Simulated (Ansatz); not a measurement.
# MoS2 with arsenic replacing Mo: gradients before and after relaxing the atoms

Start: a supercell of MoS2 (space group P6_3/mmc) built from a COD entry, with all atoms left at the host's positions.

Space group P-6m2 (No. 187); a = 6.3380, c = 12.3240 Å, γ = 120.00°.

| site | Wyckoff | site symmetry | x | y | z |
| --- | --- | --- | --- | --- | --- |
| As | 1a | -6m2 | 0.0000 | 0.0000 | 0.0000 |
| Mo2 | 3j | mm2 | 0.0000 | 0.5000 | 0.0000 |
| Mo5 | 3k | mm2 | 0.1667 | 0.8333 | 0.5000 |
| Mo8 | 1f | -6m2 | 0.6667 | 0.3333 | 0.5000 |
| S9 | 2g | 3m. | 0.0000 | 0.0000 | 0.3730 |
| S10 | 6n | .m. | 0.0000 | 0.5000 | 0.3730 |
| S13 | 6n | .m. | 0.1667 | 0.8333 | 0.8730 |
| S16 | 2i | 3m. | 0.6667 | 0.3333 | 0.8730 |

One atom of each set is listed.

Computed with Ansatz: DFT, PBE, plane waves and PAW, scalar-relativistic, 420 eV cutoff, Γ-centred 4×4×2 k-points, Fermi–Dirac smearing 0.01 eV, cell charge +1.

The largest force at the start is 0.61 eV/Å. Relaxing the ions at fixed cell moves them by 0.047 Å at most (atom 22, S) and 0.027 Å rms.

| site | moved (Å) | first shell before | first shell after | V_zz before (10²¹ V/m²) | η before |
| --- | --- | --- | --- | --- | --- |
| As | 0.000 | 6 S at 2.41 Å | 6 S at 2.44 Å | -4.14 | 0.00 |
| Mo2 | 0.031 | 6 S at 2.41 Å | 6 S at 2.38–2.42 Å | -10.35 | 0.26 |
| Mo5 | 0.000 | 6 S at 2.41 Å | 6 S at 2.40 Å | -6.63 | 0.01 |
| Mo8 | 0.000 | 6 S at 2.41 Å | 6 S at 2.40 Å | -6.44 | 0.00 |
| S9 | 0.011 | 3 Mo at 2.41 Å | 3 Mo at 2.40 Å | -4.76 | 0.00 |
| S10 | 0.008 | 3 Mo at 2.41 Å | 3 Mo at 2.40 Å | -4.58 | 0.01 |
| S13 | 0.047 | 2 Mo at 2.41 Å, 1 As at 2.41 Å | 2 Mo at 2.38 Å, 1 As at 2.44 Å | -4.06 | 0.77 |
| S16 | 0.020 | 3 Mo at 2.41 Å | 3 Mo at 2.42 Å | -6.02 | 0.00 |

(1) How do the gradients change?

## Answers

(1) 

| site | V_zz after | η after | change of V_zz |
| --- | --- | --- | --- |
| As | -4.17 | 0.00 | -0.03 |
| Mo2 | -11.19 | 0.14 | -0.84 |
| Mo5 | -6.91 | 0.01 | -0.28 |
| Mo8 | -6.65 | 0.00 | -0.21 |
| S9 | -4.97 | 0.00 | -0.21 |
| S10 | -4.73 | 0.01 | -0.15 |
| S13 | -3.95 | 0.91 | +0.11 |
| S16 | -6.49 | 0.00 | -0.47 |

The largest change of V_zz is on Mo2, from -10.35 to -11.19. In per cent, |V_zz| changes by +1 on As, +3 to +8 on Mo, -3 to +8 on S (all sites that start above 2).

The run isn't spin-polarised, and a state with spin may lie lower. The defect repeats with the cell of 24 atoms, so it feels its images: sites between two images don't show the values beside a lone defect, and zeros or small values of η there can come from the images' arrangement. Mo and S carry a gradient in the pure host already, so the values there aren't the defect's effect alone. A uniform background compensates the cell's charge. The defect cell has no gap above 0.1 eV on its mesh, so the values can hang on the smearing and the k-mesh. Without spin–orbit coupling (the program notes it for Mo) the gradients can shift somewhat, as the gap is small.
Before: The neighbours have not yet relaxed around the defect (largest force 0.61 eV/Å), so a real crystal will differ.
After: The relaxation keeps the site symmetry -6m2 of the start, so the impurity can't leave its site; a distortion that would localise the partly filled state isn't explored. The cell keeps the host's lattice, where the PBE pressure is 6 GPa (in a charged cell this depends on the convention for the mean potential).
